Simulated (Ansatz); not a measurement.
CdIn₂Se₄:
```
CELL_PARAMETERS angstrom
      5.78042     0.00000     0.00000
      0.00000     5.78042     0.00000
      0.00000     0.00000     5.91305
ATOMIC_POSITIONS crystal
  Cd 0.00000 0.00000 0.00000
  In 0.50000 0.00000 0.50000
  In 0.00000 0.50000 0.50000
  Se 0.72334 0.27666 0.77125
  Se 0.27666 0.27666 0.22875
  Se 0.27666 0.72334 0.77125
  Se 0.72334 0.72334 0.22875
```

Relaxed with PBEsol.

Problem. Give the Bader charges and basin volumes of the independent atoms, plane-wave PAW PBEsol (Ansatz code).

Solution. 

```tsv
atom	Bader charge (e)	Bader volume (Å³)
Cd1	+0.64	22.6
In2	+0.98	21.9
Se4	-0.65	32.8
```

Space group P-42m. The workflow started from a Materials Project entry (that database holds measured and hypothetical structures alike); the Crystallography Open Database copy checked does not list it. With Cd and In taken as one species the cell has the higher symmetry P-43m, so it may be an ordered model of a mixed-site phase. Its standing as an ambient phase is unchecked. The PBEsol relaxation kept the symmetry of its start; whether a distortion lowers the energy is not shown.

Potentials: the later of the program's two PAW sets.
